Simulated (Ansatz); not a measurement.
TiPd: energy along a strain

TiPd, Pm-3m, a = 3.180 Å (as given, not relaxed at this level: -6.9 GPa). The structure is a COD entry; whether it is the stable form wasn't checked. Ansatz: PBEsol, PAW, 420 eV, Γ-centred 16×16×16 mesh on 2 atoms, Gaussian smearing 0.15 eV; no spin polarisation. Cell vectors (Å): 3.180 0.000 0.000; 0.000 3.180 0.000; 0.000 0.000 3.180. The cell is strained by x per cent times the pattern (1 -1 0 0 0 0) in the order xx yy zz yz xz xy (engineering shears), with fractional coordinates held. y is the free energy over the start, V0 = 16.079 Å³/atom. Symmetry makes y even in x. Points with a strain past 8.5 % were computed too (2) and aren't used here.

| x (%) | y (meV/atom) |
| --- | --- |
| -5.00 | -9.40 |
| 0.00 | 0.00 |
| 1.25 | -0.73 |
| 2.50 | -2.68 |
| 3.75 | -5.55 |
| 6.25 | -14.61 |
| 7.50 | ? |

Task: Fit y = c2 x² + c4 x⁴ to the other rows, get the stiffness along the pattern, and predict the missing energy.

Result: Least squares on the rows shown. y = −0.40208 x² + 0.00075895 x⁴. The clamped-ion stiffness p·C·p = 2 × -4.021 eV × 160.2 / 16.079 Å³ = -80 GPa (second derivative at the start, which stands under stress). With a term in x⁶ added, the coefficient of x² becomes -0.4531, 13 % more, which shows how far this figure hangs on the form. At x = 7.50 the fit asked for gives -20.22 meV/atom. The run gave -20.98 meV/atom, so the fit is 0.76 meV/atom too high, 3.6 % of the span of the series, against an rms of 0.13 meV/atom on the fitted rows. The row lies outside the fitted range. With a term in x⁶ added, a fit to the same known rows predicts -23.30 meV/atom, which misses by about as much or more on the other side: the known rows don't fix the higher terms.